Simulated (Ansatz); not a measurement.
TlBr:
```yaml
crystal:
  lattice:
    - [3.83930, 0.00000, 0.00000]
    - [0.00000, 3.83930, 0.00000]
    - [0.00000, 0.00000, 3.83930]
  atoms:
    - { symbol: Tl, position: [0.00000, 0.00000, 0.00000] }
    - { symbol: Br, position: [0.50000, 0.50000, 0.50000] }
```

Cartesian axes are those of the cell as given.

Q: Give the high-frequency dielectric tensor and the Born effective charge tensors of the independent atoms from DFPT, LDA in the plane-wave PAW code Ansatz.

A: 
ε∞:
```
7.20  0.00  0.00
0.00  7.20  0.00
0.00  0.00  7.20
```
Z* of atom 1 (Tl), rows: field, columns: displacement, in e:
```
2.24  0.00  0.00
0.00  2.24  0.00
0.00  0.00  2.24
```
Z* of atom 2 (Br), rows: field, columns: displacement, in e:
```
-2.24   0.00   0.00
 0.00  -2.24   0.00
 0.00   0.00  -2.24
```

Static charges for comparison (Bader): Tl1 +0.59, Br2 -0.59 e. Born charges measure polarisation by displacement and can exceed these by far.

Space group Pm-3m (CsCl type). The cell was relaxed with LDA under the symmetry of its start. Scalar-relativistic: spin–orbit coupling is off unless named, which matters more the heavier the elements.

Potentials: the later of the program's two PAW sets.
